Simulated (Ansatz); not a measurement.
Space group P6_3/mmc (No. 194). a = 2.456 Å, b = 2.456 Å, c = 3.969 Å, α = 90.00°, β = 90.00°, γ = 120.00°
```json
{"atom": "Co", "site": "2c", "symmetry": "-6m2", "x": "0.3333", "y": "0.6667", "z": "0.2500"}
```

Equation of state of this Co structure (not necessarily the ground state), with shape and atoms relaxed at each volume where symmetry leaves them free. It has no gap at any of these volumes. The calculation used DFT PBEsol, scalar-relativistic, plane waves, PAW (Ansatz).

Cutoff 420 eV; k points 18×18×10 on the computed 2-atom cell (Γ-centred); Gaussian smearing, width 0.10 eV; collinear spin.

| V (Å³/atom) | E − E(largest V) (meV/atom) | P (GPa) |
| --- | --- | --- |
| 9.127 | 80.04 | 42.40 |
| 9.438 | 10.66 | 29.20 |
| 9.749 | -34.84 | 17.83 |
| 10.060 | -59.80 | 8.14 |
| 10.371 | -67.45 | 0.02 |
| 10.682 | -60.66 | -6.85 |
| 10.993 | -41.50 | -12.67 |
| 11.408 | 0.00 | -18.92 |

Question: Fit a third-order Birch–Murnaghan equation to E(V).

Answer: V0 = 10.37 Å³/atom, B0 = 249 GPa, B0' = 4.6.

Cost: 8 runs of about 5.2 core-minutes in all, on Arm Neoverse V2 (shared hosts).